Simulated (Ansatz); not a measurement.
The cell of MgPdC₆N₆ is invented: cyanide-bridged rock-salt net of two metals, 0 guest cations a cell (Fm-3m, No. 225). The dimensions are guesses.

Space group Fm-3m (No. 225). a = 10.360 Å, b = 10.360 Å, c = 10.360 Å, α = 90.00°, β = 90.00°, γ = 90.00°
```json
{"atom": "Mg", "site": "4a", "symmetry": "m-3m", "x": "0.0000", "y": "0.0000", "z": "0.0000"}
{"atom": "Pd", "site": "4b", "symmetry": "m-3m", "x": "0.5000", "y": "0.0000", "z": "0.0000"}
{"atom": "C", "site": "24e", "symmetry": "4m.m", "x": "0.1911", "y": "0.0000", "z": "0.0000"}
{"atom": "N", "site": "24e", "symmetry": "4m.m", "x": "0.3041", "y": "0.0000", "z": "0.0000"}
```

Theory: DFT PBE, scalar-relativistic, plane waves, PAW (Ansatz 0.2.0). Cutoff 420 eV, Gaussian smearing, Γ-centred meshes. Cell and atoms relax first on a coarse mesh and then on a converged one. In between, the cell is made exact in the group found at 0.06 Å. The steps can't lower the symmetry of their start. No spin polarisation.

A guess keeps its type if space group and coordination stay and the shape of the cell changes little (axis ratios within about 15 %, angles within 6°); the volume may change.

Question: Will the relaxed cell still be of the starting type?

Answer: It keeps its type. The symmetry stays Fm-3m (No. 225). The volume per atom grows by 16.2 %, from 19.9 to 23.1 Å³. The shortest distance stays 1.17 Å (C–N). Counting neighbours within 15 % of an atom's shortest distance, the start has C 1, Mg 6, N 1, Pd 6 and the end C 1, Mg 6, N 1, Pd 6.

The zero of energy is the elements' standard structures at the same level (N₂ as a molecule); no fitted shifts are applied.

Question: At what energy does it end?

Answer: +0.579 eV/atom. The separate elements lie lower, so it is unstable against them.

The last run used a 4×4×4 mesh for its 14-atom cell and Gaussian smearing of 0.02 eV. The reference form of C is held partly by dispersion forces, which this level lacks. Symmetry constrained the relaxation, so the result can be a saddle point.
